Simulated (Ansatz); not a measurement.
SiC$_{3}$, first-principles data

SiC3:
```
CELL_PARAMETERS angstrom
      2.78338     0.00000     0.00000
      0.00000     2.78338     0.00000
      0.00000     0.00000     4.09706
ATOMIC_POSITIONS crystal
  C  0.00000 0.00000 0.00000
  C  0.00000 0.50000 0.78938
  Si 0.50000 0.50000 0.50000
  C  0.50000 0.00000 0.21062
```

Space group P-4m2 (No. 115); conventional cell a = b = 2.783 Å, c = 4.097 Å, α = β = γ = 90.00°.

Method: PBEsol (plane waves, PAW; program Ansatz). The cell and atoms are relaxed at this level. Other levels are named where they apply.

Cell and energy:

```json
{
 "volume_per_atom": "7.94 Å³",
 "density": "3.35 g/cm³",
 "Formation energy from the elements (no fitted shifts)": "0.43 eV/atom"
}
```

Electronic structure:

```json
{
  "band_gap": "1.15 eV (indirect)",
  "valence_band_maximum": "at Γ",
  "conduction_band_minimum": "on the M–Γ line, 15 % of the way from M (4 equivalent valleys)",
  "smallest_direct_gap_on_the_standard_path": "1.64 eV",
  "electron_effective_mass": "0.40, 0.44, 0.64 mₑ (principal values)",
  "Hole effective mass, band 1 of 2 at the edge": "0.54 along z (mₑ)",
  "Hole effective mass, band 2 of 2 at the edge": "0.21 along x, 0.54 along z (mₑ)",
  "HSE06 gap on the PBEsol cell": "2.22 eV"
}
```

Mechanics:

```json
{
 "Bulk modulus (Birch–Murnaghan fit)": "2870 kbar",
 "Pressure derivative B′": "3.9",
 "Elastic constants (relaxed ions, GPa)": "C11 = 655, C12 = 26.2, C13 = 144, C33 = 683, C44 = 308, C66 = 177",
 "mechanical_stability": "stable (all eigenvalues of C positive)",
 "hill_bulk_and_shear_moduli": "289 and 264 GPa",
 "Young's modulus": "607 GPa",
 "Poisson's ratio": "0.15",
 "debye_temperature_from_the_elastic_constants": "1450 K",
 "Piezoelectric stress constants (proper, relaxed ions, C/m²)": "e15 = 0.22, e24 = -0.22, e31 = -0.21, e32 = 0.21"
}
```

Dielectric response:

```json
{
 "Electronic dielectric constant ε∞ (DFPT)": "7.16 (xx = yy), 7.33 (zz)",
 "Static dielectric constant ε0 (ions relaxed, cell fixed)": "9.05 (xx = yy), 8.52 (zz)",
 "Born charges (a third of the trace)": "C -1.68 to +0.87, Si +2.49 e",
 "Largest static χ(2) component": "15 pm/V"
}
```

Phonons:

```json
{
  "Highest zone-centre frequency (without LO–TO term)": "1050 cm^-1",
  "zone_centre_stability": "no imaginary mode at Γ"
}
```

The start of the workflow was typed in or built on a structure type; neither database checked (COD, Materials Project) lists it. Its standing as an ambient phase is unchecked. The cell was relaxed with PBEsol under the symmetry of its start. Its formation energy is positive at this level, so the cell may be metastable or incomplete. Signs of piezoelectric constants follow the polarity of the cell as given. The references are the lowest solids computed at this level, not always the standard phases.

Potentials: the earlier of the program's two PAW sets. The files were generated under PBE; for other functionals the program regenerates the frozen cores, and for LDA and PBEsol the local potential too.
